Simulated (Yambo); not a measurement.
HgTe (space group P3_221, No. 154), G0W0@PBEsol in Yambo with this input:

```
rim_cut
gw0
dyson
el_el_corr
HF_and_locXC
ppa
em1d
RandQpts= 1000000
RandGvec= 1 Ry
EXXRLvcs= 82.3 Ry
VXCRLvcs= 329.2 Ry
Chimod= "HARTREE"
% BndsRnXp
 13 | 380 |
%
NGsBlkXp= 8 Ry
% LongDrXp
 1.0 | 1.0 | 1.0 |
%
PPAPntXp= 27.2114 eV
% GbndRnge
 1 | 380 |
%
GTermKind= "BG"
DysSolver= "n"
ExtendOut
```

On a 3×3×1 mesh, with wavefunctions cut at 82 Ry, the gap (Γ → Γ) is 0.989 eV and the valence edge shifts by -0.806 eV.

Problem. What happens with this change: 2 Ry block?

Solution. The gap falls by 0.068 eV, to 0.921 eV; the shift of the valence edge becomes -0.471 eV. Neither run is shown to be the converged limit. The mesh misses a band edge: along a dense path the PBEsol gap is 0.40 eV against 0.61 eV on the mesh.

The standard potential for Te keeps a d shell in the valence without the s and p states of that shell. In tests on such compounds this moved G0W0 gaps by up to about 0.9 eV, so absolute quasiparticle energies here are unreliable; differences between settings are what counts.

Spin-orbit coupling is not included.

Geometry relaxed with PBE+D3(BJ); primitive cell a = 4.517 Å, b = 4.517 Å, c = 10.254 Å, α = 90.00°, β = 90.00°, γ = 120.00°.

This is not the ordinary phase of the substance; no match was found in the copy of COD used, and its stability was not checked.

A shift is the quasiparticle energy of the state minus its PBEsol energy.
